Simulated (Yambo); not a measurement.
## Optical response of BeSe

```
BeSe
1.0
    0.00000     2.56513     2.56513
    2.56513     0.00000     2.56513
    2.56513     2.56513     0.00000
Be Se
1 1
Cartesian
  0.00000   0.00000   0.00000
  3.84769   3.84769   3.84769
```

Yambo, RPA with local fields on PBEsol bands; 18×18×18 mesh, 29 bands, 4 Ry local-field block, 0.2 eV broadening; field along x.

```tsv
E (eV)	Im ε	Re ε	Im ε, independent particles
0.0	0.00	5.79	0.00
0.5	0.02	5.82	0.03
1.0	0.04	5.90	0.06
1.5	0.07	6.04	0.09
2.0	0.11	6.26	0.14
2.5	0.15	6.58	0.20
3.0	0.22	7.04	0.29
3.5	0.35	7.73	0.45
4.0	0.63	8.85	0.82
4.5	1.70	10.7	2.21
5.0	4.48	12.5	6.23
5.5	9.73	12.0	14.0
6.0	13.9	8.63	19.1
6.5	13.7	0.01	15.5
7.0	9.80	0.64	12.3
7.5	9.46	-2.64	9.97
8.0	7.31	-2.35	7.78
8.5	5.42	-2.45	5.48
9.0	4.76	-2.45	4.55
9.5	3.36	-2.70	3.04
10.0	2.75	-1.95	2.59
10.5	2.66	-1.54	2.51
11.0	2.13	-1.67	1.93
11.5	1.84	-1.34	1.68
12.0	1.76	-1.10	1.61
12.5	1.56	-1.16	1.34
13.0	1.25	-0.96	1.10
13.5	1.27	-0.88	1.07
14.0	1.01	-0.75	0.85
14.5	0.93	-0.62	0.79
15.0	0.75	-0.52	0.66
15.5	0.71	-0.40	0.63
16.0	0.66	-0.32	0.59
16.5	0.57	-0.24	0.51
17.0	0.54	-0.13	0.50
17.5	0.52	-0.10	0.45
18.0	0.47	-0.03	0.42
18.5	0.47	0.03	0.42
19.0	0.47	0.06	0.39
19.5	0.40	0.07	0.31
20.0	0.37	0.13	0.28
```

Structure narrower than a few tenths of an eV can come from the finite k mesh. Convergence of the RPA response with its 18×18×18 mesh was not tested. No excitonic effects at this level.

Spin-orbit coupling is not included.

Geometry relaxed with PBEsol.
